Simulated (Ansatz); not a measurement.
## ScAg₄ (I4/m)

All numbers below come from DFT r2SCAN, scalar-relativistic, plane waves, PAW (Ansatz 0.2.0).

Settings: cutoff 500 eV, Γ-centred mesh 10×10×10 on the computed 5-atom cell, Gaussian smearing of 0.10 eV; no spin polarisation.

The structure is relaxed at this level of theory with its symmetry kept. Whether it is the stable form of this composition wasn't checked.

It takes space group I4/m (No. 87, tetragonal). The conventional cell has a = 6.602 Å, b = 6.602 Å, c = 4.071 Å, α = 90.00°, β = 90.00°, γ = 90.00°. Sc (site symmetry 4/m) is surrounded by 12 Ag at 2.92 to 2.95 Å. Ag (site symmetry m) is surrounded by 9 Ag at 2.91 to 2.96 Å and 3 Sc at 2.92 to 2.95 Å.

| Item | Value |
| --- | --- |
| Volume per atom | 17.74 Å³ |
| Generalised Kohn–Sham band gap | none (metal) |
| Density of states at the Fermi level | 1.83 states/eV per cell |
| Löwdin character within 0.5 eV of the Fermi level | Sc 3d 49 %, Ag 5s 13 %, Sc 4s 8 %, Ag 4d 7 %, unprojected 23 % |
| Bader charges (e) | Sc (1 in the cell) 1.59, Ag (4 in the cell) -0.40 |